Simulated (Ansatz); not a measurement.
The computed numbers are results of r²SCAN, scalar-relativistic (collinear spin) in the plane-wave PAW code Ansatz at 500 eV, 10×10×10 k-mesh, Gaussian smearing of 0.05 eV. The datasets are Ansatz's generated set soft_2.

A crystal of composition XMn, relaxed at this level of theory, gives this pattern between 10° and 80°.

Cu Kα1 powder pattern (kinematic, no thermal factors).
| 2θ (°) | relative intensity |
| --- | --- |
| 24.45 | 26 |
| 34.86 | 100 |
| 43.04 | 8 |
| 50.12 | 18 |
| 56.53 | 12 |
| 62.50 | 35 |
| 73.60 | 11 |
| 78.89 | 6 |

Q: Which lattice and cell does the pattern come from?

A: Cubic, space group Pm-3m (No. 221), a = 3.637 Å, b = 3.637 Å, c = 3.637 Å, α = 90.00°, β = 90.00°, γ = 90.00°. The line positions fix the lattice at most, not the space group, and lines under 1 % of the strongest aren't listed; this is the group of the computed cell.

The calculation on XMn, where X is one element, gave:

```json
{"Band gap": "zero (metallic)", "Density of states at the Fermi level": "1.1 states/(eV·atom)", "Magnetic state": "ferrimagnetic", "Site spin moments": "X 7.39; Mn -4.19 μB", "Spin moment of the cell": "3.66 μB", "Bader charges": "X 1.00; Mn -1.00 e", "f electrons (orthogonalised atomic orbitals)": "X 7.03", "Formation energy from the elements (0 K, uncorrected)": "-0.06 eV/atom", "Bulk modulus (Birch–Murnaghan)": "47 GPa", "Pressure derivative B0′": "4.8"}
```

Sites: X on 1a, Mn on 1b.

Q: Which element is X?
A. Sm
B. Gd
C. Tb
D. Dy

A: B. X is Gd, so the compound is GdMn.

The structure was built from a prototype; whether the compound forms in it isn't claimed.

Without a U the 4f levels of Gd lie too near the Fermi level, so their share of the states there, and what hangs on it, is overstated. These numbers lack spin–orbit coupling. The run wasn't fully tested for a lower electronic state. Site moments are of spin, integrated over atomic spheres.
